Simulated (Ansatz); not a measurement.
Ansatz (a program for electronic structure) input:

Ansatz 0.2 input:
```yaml
crystal:
  lattice:
    - [3.4432431166, 0.0, 0.0]
    - [-1.7216215583, 2.9819360104, 0.0]
    - [0.0, 0.0, 5.3482901762]
  atoms:
    - { symbol: Lu, position: [0.3333333333, 0.6666666667, 0.75] }
    - { symbol: Lu, position: [0.6666666667, 0.3333333333, 0.25] }
kpoints:
  mp_grid: { grid: [24, 24, 14] }
hamiltonian:
  xc: pbesol
  pseudopotentials: { kind: paw }
scf:
  occupations: { method: fermi_dirac, width: 0.1 }
elastic: { mode: relaxed_ion, stencil: two_point, amplitude: 0.005, f_tol: 0.0005 }
```

Output (shortened):

```
Pseudopotential: Lu, paw, valence charge 25
Functional definition: PBEsol
Crystal: 2 atoms, lattice volume = 54.914 Å³
Basis set: ecut = 420 eV, 1085 PW (Γ), exchange–correlation on 48×48×72 points (8 copies of the dense FFT grid, shifted against one another)
Bands: 31, of which v1, the nominal top of the filled ones, is band 25 counted from 1 (24 counted from 0)
Symmetry: 24 space group operations
Space group: P63/mmc (ITA 194), of the structure as read, at distance tolerance 3.8e-5 Å
k-points: 488 of 8064
the search or the solves at the SCF's close seem to have found levels that the self-consistency loop had missed (the run counts 1) …
SCF 1 converged in 12 iterations: F = -29223.019923 eV  dr2 = 8.10e-15
Crystal: 2 atoms, lattice volume = 54.639 Å³
Symmetry: 8 space group operations
k-points: 1256 of 8064
SCF 2 converged in 13 iterations: F = -29223.019340 eV  dr2 = 4.44e-14
relax step   1: F+E_penalty+E_count = -29223.01934023 eV  Δ(F+E_penalty+E_count) = +0.000e0 eV  max|allowed force component| = 7.445e-3 eV/Å  Δτ_max = 0.0000 Å  (13 SCF iters, accepted)
Crystal: 2 atoms, lattice volume = 54.639 Å³
SCF 3 converged in 10 iterations: F = -29223.019353 eV  dr2 = 8.80e-15
relax step   2: F+E_penalty+E_count = -29223.01935277 eV  Δ(F+E_penalty+E_count) = -1.254e-5 eV  max|allowed force component| = 3.794e-3 eV/Å  Δτ_max = 0.0034 Å  (10 SCF iters, accepted)
Crystal: 2 atoms, lattice volume = 54.639 Å³
SCF 4 converged in 9 iterations: F = -29223.019357 eV  dr2 = 1.09e-14
relax step   3: F+E_penalty+E_count = -29223.01935715 eV  Δ(F+E_penalty+E_count) = -4.375e-6 eV  max|allowed force component| = 7.397e-6 eV/Å  Δτ_max = 0.0012 Å  (9 SCF iters, accepted)
Crystal: 2 atoms, lattice volume = 54.639 Å³
SCF 5 converged in 5 iterations: F = -29223.019357 eV  dr2 = 7.66e-14
Crystal: 2 atoms, lattice volume = 55.188 Å³
Basis set: ecut = 420 eV, 1089 PW (Γ), exchange–correlation on 48×48×72 points (8 copies of the dense FFT grid, shifted against one another)
SCF 6 converged in 14 iterations: F = -29223.019635 eV  dr2 = 6.94e-15
relax step   1: F+E_penalty+E_count = -29223.01963495 eV  Δ(F+E_penalty+E_count) = +0.000e0 eV  max|allowed force component| = 7.536e-3 eV/Å  Δτ_max = 0.0000 Å  (14 SCF iters, accepted)
Crystal: 2 atoms, lattice volume = 55.188 Å³
SCF 7 converged in 9 iterations: F = -29223.019652 eV  dr2 = 4.39e-14
relax step   2: F+E_penalty+E_count = -29223.01965212 eV  Δ(F+E_penalty+E_count) = -1.717e-5 eV  max|allowed force component| = 3.812e-5 eV/Å  Δτ_max = 0.0023 Å  (9 SCF iters, accepted)
Crystal: 2 atoms, lattice volume = 55.188 Å³
SCF 8 converged in 4 iterations: F = -29223.019652 eV  dr2 = 9.61e-14
Crystal: 2 atoms, lattice volume = 54.639 Å³
SCF 9 converged in 10 iterations: F = -29223.018891 eV  dr2 = 1.14e-14
Crystal: 2 atoms, lattice volume = 55.188 Å³
SCF 10 converged in 8 iterations: F = -29223.020093 eV  dr2 = 6.11e-15
Crystal: 2 atoms, lattice volume = 54.913 Å³
Symmetry: 4 space group operations
k-points: 2114 of 8064
SCF 11 converged in 12 iterations: F = -29223.019777 eV  dr2 = 4.82e-14
relax step   1: F+E_penalty+E_count = -29223.01977734 eV  Δ(F+E_penalty+E_count) = +0.000e0 eV  max|allowed force component| = 1.855e-4 eV/Å  Δτ_max = 0.0000 Å  (12 SCF iters, accepted)
Crystal: 2 atoms, lattice volume = 54.913 Å³
SCF 12 converged in 5 iterations: F = -29223.019777 eV  dr2 = 4.34e-14
Crystal: 2 atoms, lattice volume = 54.913 Å³
SCF 13 converged in 12 iterations: F = -29223.019777 eV  dr2 = 5.10e-14
relax step   1: F+E_penalty+E_count = -29223.01977734 eV  Δ(F+E_penalty+E_count) = +0.000e0 eV  max|allowed force component| = 1.855e-4 eV/Å  Δτ_max = 0.0000 Å  (12 SCF iters, accepted)
Crystal: 2 atoms, lattice volume = 54.913 Å³
SCF 14 converged in 5 iterations: F = -29223.019777 eV  dr2 = 8.32e-14
SCF converged after 12 iterations
Free energy (F): -29223.019923 eV
Harris-Foulkes:  -29223.019923 eV  (|F-HF|=3.64e-12)
Internal energy: -29222.919079 eV  (E = F + TS)
E sigma→0 (E₀):  -29222.969501 eV
Entropy (-TS):   -0.100845 eV (-50.422 meV/atom)
Fermi energy:    14.497228 eV
--- Per-component energies (eV) ---
  E_band       = 37.744253
  E_kinetic    = 839.134130
  E_local      = -13195.956090  (includes V_loc(G=0)·N_el)
  E_nonlocal   = 1164.968510
  E_hartree    = 5523.923434
  E_xc         = -432.771016
  E_vxc        = -514.747709  (∫ρ·V_xc dr)
  E_paw        = -14511.683967  (= ΣΔE_a)
  E_vpaw       = 696.498472  (= ΣTr[D̂ρ^β])
  E_aug_tail   = 0.000067  (compensation charges beyond the density's cutoff)
  E_ewald      = -8612.918482
  E_core_change = 2.384335  (= ΣΔE_core)
  E_smearing   = -0.100845  (= −TS)
  E_closure    =  0.000000  (closes the sum)
  Σ components = -29223.019923   (vs F -29223.019923, Δ=0.00e0)
--- Forces (eV/Å), atoms counted from 1 ---
  atom   1  Lu     0.00000000     0.00000000     0.00000000
  atom   2  Lu     0.00000000     0.00000000     0.00000000
  max |Σ_I F_I| component: 1.85e-17 eV/Å
--- Stress (GPa, compression-positive) ---
        0.083606       0.000000       0.000000
        0.000000       0.083606       0.000000
        0.000000       0.000000       0.348258
  P = ⅓ Tr σ = 0.1718 GPa (1.718 kbar)
--- Band table (eV; the first three rows and the last of 488) ---
  k-point 0: bands = ["-41.4917", "-41.4434", "-12.5433", "-12.0126", "-12.0126", "-11.9066", "-11.9066", "-11.8662", "8.3196", "9.6740", "9.6870", "9.6973", "9.7219", "9.7219", "9.7283", "9.7283", "9.7421", "9.7421", "9.7514", "9.7797", "9.7797", "9.8036", …
  k-point 1: bands = ["-41.4911", "-41.4440", "-12.5354", "-12.0113", "-12.0113", "-11.9079", "-11.9079", "-11.8753", "8.3608", "9.6722", "9.6897", "9.6961", "9.7165", "9.7165", "9.7348", "9.7348", "9.7395", "9.7395", "9.7512", "9.7816", "9.7816", "9.8036", …
  k-point 2: bands = ["-41.4894", "-41.4458", "-12.5118", "-12.0074", "-12.0074", "-11.9119", "-11.9119", "-11.9020", "8.4833", "9.6691", "9.6929", "9.6956", "9.7100", "9.7100", "9.7333", "9.7333", "9.7443", "9.7443", "9.7504", "9.7858", "9.7858", "9.8038", …
  k-point 487: bands = ["-41.4443", "-41.4443", "-12.4017", "-12.4017", "-12.2349", "-12.2349", "-11.9785", "-11.9785", "9.7150", "9.7150", "9.7207", "9.7207", "9.7228", "9.7228", "9.7335", "9.7335", "9.7424", "9.7424", "9.7527", "9.7527", "9.7822", "9.7822", …
--- Elastic constants: 3 strain directions × 2 members + reference (group order 24) ---
  dense FFT box of the reference and of every strained cell: 24×24×36
  strains applied: 11, 33, 23; error gains …
  C = ∂σ_k/∂η_j (tension-positive GPa; Voigt order 11 22 33 23 13 12):
        97.961     29.185     23.785      0.000      0.000      0.000
        29.185     97.961     23.785      0.000      0.000      0.000
        24.050     24.050    100.848      0.000      0.000      0.000
         0.000      0.000      0.000     34.184      0.000      0.000
         0.000      0.000      0.000      0.000     34.184      0.000
         0.000      0.000      0.000      0.000      0.000     34.388
  reference stress σ⁰ (GPa):     -0.084     -0.084     -0.348      0.000      0.000      0.000
  moduli (Voigt/Reuss/Hill, GPa): K = 50.09/50.08/50.09   G = 35.20/35.11/35.16   E = 85.47   ν = 0.216
  mechanically stable: yes (min eigenvalue of sym C = 34.18 GPa)
  strain η (Voigt 11):  stress-route row diagonal C_11 = 97.96 GPa, energy-path curvature d²(F+E_count+ΔE)/dδ²/Ω₀ = 97.96 GPa
         δ    σ_11 (GPa)             F (eV)   n_scf  n_hpsi   n_pw
    -5.000e-3      -0.5803      -29223.0193571       5  763060   1090   relax 3 steps, max|allowed force component| 7.40e-6 eV/Å
     5.000e-3       0.3993      -29223.0196521       4  750517   1094   relax 2 steps, max|allowed force component| 3.81e-5 eV/Å
  strain η (Voigt 33):  stress-route row diagonal C_33 = 100.85 GPa, energy-path curvature d²(F+E_count+ΔE)/dδ²/Ω₀ = 100.85 GPa
         δ    σ_33 (GPa)             F (eV)   n_scf  n_hpsi   n_pw
    -5.000e-3      -0.8599      -29223.0188906      10  467889   1091   relax 0 steps, max|allowed force component| 9.48e-17 eV/Å
     5.000e-3       0.1486      -29223.0200934       8  401919   1097   relax 0 steps, max|allowed force component| 7.86e-17 eV/Å
  strain η (Voigt 23):  stress-route row diagonal C_44 = 34.18 GPa, energy-path curvature d²(F+E_count+ΔE)/dδ²/Ω₀ = 34.30 GPa
         δ    σ_23 (GPa)             F (eV)   n_scf  n_hpsi   n_pw
    -5.000e-3      -0.1709      -29223.0197773       5  1302679   1091   relax 1 steps, max|allowed force component| 1.86e-4 eV/Å
     5.000e-3       0.1709      -29223.0197773       5  1302062   1091   relax 1 steps, max|allowed force component| 1.86e-4 eV/Å
```

Cost: around 40 core-minutes (rough) on shared cores.

Space group P6_3/mmc (hcp (Mg type)). Symmetry was held in the PBEsol relaxation. As this level gives no gap, shear constants depend on the k-mesh and smearing (Fermi–Dirac, 0.1 eV here). Axis ratios of metals converge slowly with the k-mesh, so a and c are less sure than the volume. On the denser mesh and wider smearing of the elastic run this cell carries a stress of 0.3 GPa. Scalar-relativistic: spin–orbit coupling is off unless named, which matters more the heavier the elements.

Potentials: the later of the program's two PAW sets.

Ansatz is a plane-wave DFT program.
